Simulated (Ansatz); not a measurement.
## CeC (CsCl-type structure)

Computed with Ansatz (plane waves, PAW, 420 eV cutoff): PBEsol, scalar-relativistic, no spin polarisation, 10×10×10 k-mesh, Gaussian smearing of 0.05 eV. The datasets are Ansatz's generated set soft_2.

```yaml
crystal:
  lattice:
    - [3.05525, 0.00000, 0.00000]
    - [0.00000, 3.05525, 0.00000]
    - [0.00000, 0.00000, 3.05525]
  atoms:
    - { symbol: Ce, position: [0.00000, 0.00000, 0.00000] }
    - { symbol: C, position: [0.50000, 0.50000, 0.50000] }
```

The structure was built from a prototype; whether the compound forms in it isn't claimed.

The cell above was scaled in volume, its shape and atoms being fixed by the lattice's symmetry. Energies are counted from the cell above.

| V (Å³/atom) | ΔE (meV/atom) | P (GPa) |
| --- | --- | --- |
| 13.69 | 10.5 | 6.1 |
| 13.97 | 2.5 | 2.9 |
| 14.26 | 0.0 | 0.0 |
| 14.54 | ? | ? |
| 14.83 | 9.4 | -5.1 |

(1) Fill in the withheld row.

(2) What do the points give for the equilibrium volume, the bulk modulus and its pressure derivative (third-order Birch–Murnaghan)?

Answers:

(1) ΔE (meV/atom): 2.5, P (GPa): -2.7.

(2) V0 = 14.26 Å³/atom, B0 = 139 GPa, B0′ = 4.1.

B0·V0 = 139.2 GPa × 14.26 Å³ = 12.39 eV/atom sets the scale: near the minimum ΔE ≈ ½ B0 V0 x², with x = V/V0 − 1, and a pressure of 1.4 GPa squeezes the volume by about 1 %. At the ends of the curve: x = −4.0 % predicts 9.8 meV/atom and the run gives 10.5; x = +4.0 % predicts 10.0 meV/atom and the run gives 9.4. Compression costs more and expansion less than the parabola says, since the crystal stiffens as it shrinks; B0′ measures that.

No spin–orbit coupling, a notable omission for heavy elements. Spin polarisation wasn't allowed in this run, so with an open shell this may not be the ground state. A displaced or strained copy of the relaxed cell lay 0.6 meV/atom lower, so on this mesh the structure isn't a minimum; in a metal a finer mesh can change so small a difference.
